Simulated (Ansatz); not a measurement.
# WF3, a known structure type with other elements, at an estimated volume

```xyz
8
Lattice="5.6875 0.0000 0.0000 0.0000 5.6875 0.0000 0.0000 0.0000 4.2200" Properties=species:S:1:pos:R:3 pbc="T T T"
W     1.4219    1.4219    3.9398
W     4.2656    4.2656    0.2802
F     0.0000    0.0000    0.0000
F     2.8437    0.0000    0.0000
F     2.8437    2.8437    0.0000
F     0.0000    2.8437    0.0000
F     1.4219    1.4219    2.0847
F     4.2656    4.2656    2.1353
```

Level: r2SCAN, no spin polarisation; 500 eV; 6×6×8 Γ-centred mesh; fermi-dirac occupations (width 0.1 eV); Ansatz 0.2.0, fixed geometry.

Is it stable against the elements?

-1.71 eV an atom against the elements' usual phases (free molecules for gases, crystals otherwise, with no correction for O₂ or N₂), so it is bound against them; other compounds may still compete. Relaxing would lower it.

Metal or insulator?

It is a metal, with about 8.1 states/eV a cell as the mean within 0.25 eV of the Fermi level, mostly W d (86 %) and F p (13 %).

Describe some of the short contacts.

W–F at 1.86 Å: least valence density 1.00 e/Å³ and ELF 0.17 there. These are pseudo-fields; inside the PAW spheres they differ from the all-electron ones.

Which atom feels the largest force, and which way?

The largest is on W1 (and as large on other atoms): 4.75 eV/Å, components (0.00, 0.00, 4.75). It makes 180° with the line to a nearest neighbour, F7 at 1.86 Å, pointing away from it.

What does the stress say?

The pressure is 1.3 GPa (compression positive), so with the atoms held at these fractions the cell would first expand; the forces are large, so a full relaxation may end otherwise. The principal stresses -0.6, -0.6, 5.1 GPa differ, so its shape would change too.

Origin: a known structure type with other elements, at an estimated volume, so it need not be a known compound. Caveats: many states at the Fermi level without spin polarisation, so a magnetic state may lie lower; atoms or cell far from equilibrium.

It took 87 s on 1 thread of Intel(R) Xeon(R) 6975P-C (Granite Rapids), on a shared host, peak memory 0.82 GiB, starting from a saved density. The time holds forces, stress, Bader, DOS, bands, ELF.
